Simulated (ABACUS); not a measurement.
Consider a self-consistent single point of SiNi₃ (Pm-3m, 4 atoms in the cell; from Materials Project mp-828, changed as shown).

```yaml
crystal:
  lattice:
    - [3.35068, 0.00000, 0.00000]
    - [0.00000, 3.35068, 0.00000]
    - [0.00000, 0.00000, 3.35068]
  atoms:
    - { symbol: Si, position: [0.00000, 0.00000, 0.00000] }
    - { symbol: Ni, position: [0.00000, 0.50000, 0.50000] }
    - { symbol: Ni, position: [0.50000, 0.00000, 0.50000] }
    - { symbol: Ni, position: [0.50000, 0.50000, 0.00000] }
```

Level of theory: LDA (PW92), numerical atomic orbitals DZP (confined pseudo-atomic orbitals with Gaussian additions; energy shift 0.01 Ry), PseudoDojo 0.4 standard norm-conserving LDA (tails mended) pseudopotentials (ABACUS).

ABACUS settings:

- basis: DZP numerical atomic orbitals, energy shift 0.01 Ry
- KPT: Gamma 10 10 10 0 0 0
- basis_type: lcao
- dft_functional: PWLDA
- ecutwfc: 100 Ry
- smearing_method: fd
- smearing_sigma: 0.00999582 Ry
- potentials: PseudoDojo 0.4 standard norm-conserving LDA (tails mended)
- symmetry: 1
- symmetry_prec: 1e-05
- ks_solver: genelpa
- scf_nmax: 100
- scf_thr: 1.0e-07
- mixing_type: broyden
- mixing_beta: 0.4

Results:

Number of valence electrons: 58
Number of bands: 39
Number of k-points after the program's reduction: 56
Size of the basis: 91
Number of SCF iterations: 10
Free energy E − TS: -13804.7105 eV
Fermi level (on the code's own zero): 20.80 eV
Pressure: 23.54 GPa

Stress (GPa, positive for compression):
```
23.54   0.00   0.00
 0.00  23.54   0.00
 0.00   0.00  23.54
```

For comparison: a first run was changed to give this one (lattice scaled by 0.98), and from it to this one the free energy goes up by 49.0 meV/atom and the pressure goes from 4.53 to 23.54 GPa.

The atom-centred basis is finite, which shifts total energies and pressures against plane waves. The run has no spin polarisation, so moments on Ni cannot form. The structure comes from a collection of computed structures, made at another level of theory; the collection holds predicted forms beside known ones. Its lattice was then scaled. At this pressure the cell is far from its equilibrium volume at this level.

Cost on one core: around 30 core-seconds (rough).

The atomic orbitals were generated for these runs; they are not ABACUS's published sets and were checked against plane waves on a few crystals only.

“Tails mended”: in these copies of the files the far tail of each local potential was reset to the Coulomb form.
